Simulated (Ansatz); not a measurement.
A relaxed cell of Fe2Co3 is given with its symmetry left out. The cell was found from a structure generator's guess, not taken from experiment.

Method: DFT PBE, scalar-relativistic, plane waves, PAW in Ansatz. Cutoff 420 eV, Γ-centred mesh, Gaussian smearing, collinear spin.

```cif
data_structure
_symmetry_space_group_name_H-M 'P 1'
_symmetry_Int_Tables_number 1
_cell_length_a 2.5023
_cell_length_b 2.5023
_cell_length_c 20.7831
_cell_angle_alpha 90.000
_cell_angle_beta 90.000
_cell_angle_gamma 120.000
_cell_volume 112.70
loop_
_atom_site_label
_atom_site_type_symbol
_atom_site_fract_x
_atom_site_fract_y
_atom_site_fract_z
_atom_site_occupancy
Fe1 Fe 0.33333 0.66667 0.94763 1
Fe2 Fe 0.33333 0.66667 0.55237 1
Fe3 Fe 0.66667 0.33333 0.05237 1
Fe4 Fe 0.66667 0.33333 0.44763 1
Co1 Co 0.33333 0.66667 0.75000 1
Co2 Co 0.33333 0.66667 0.15353 1
Co3 Co 0.33333 0.66667 0.34647 1
Co4 Co 0.66667 0.33333 0.84647 1
Co5 Co 0.66667 0.33333 0.25000 1
Co6 Co 0.66667 0.33333 0.65353 1
```

Formation energies are uncorrected and refer to the elements' standard structures at the same level.

Question: What space group does it have?

Answer: P6_3/mmc (No. 194), with Fe and Co ordered on hcp sites. Conventional cell: a = 2.502 Å, c = 20.783 Å. Around Fe lie 9 Fe at 2.50–2.61 Å and 3 Co at 2.55 Å; Co on a site of symmetry -6m2 is surrounded by 12 Co at 2.47–2.50 Å; around Co on a site of symmetry 3m lie 9 Co at 2.47–2.50 Å and 3 Fe at 2.55 Å.

Question: What is its formation energy per atom?

Answer: +0.08 eV/atom. The separate elements lie lower, so it is unstable against them.

Question: Is it a metal?

Answer: Yes, bands cross the Fermi level on the 18×18×2 mesh.

Question: Which magnetic moments does it keep?

Answer: 1.95 μB per atom net, the space between the atoms included; by site: Fe 2.5 (×4); Co 1.7 (×6) μB.

The last run used collinear spin, an 18×18×2 mesh (in the run's order of axes) for its 10-atom cell and Gaussian smearing of 0.10 eV. The magnetic state reached may not be the lowest. A structure relaxed within its symmetry needn't be a true minimum. Another cell of Fe2Co3 relaxed alike, in P6_3/mmc, lies 25 meV/atom lower, so this cell isn't the stable form at this level.
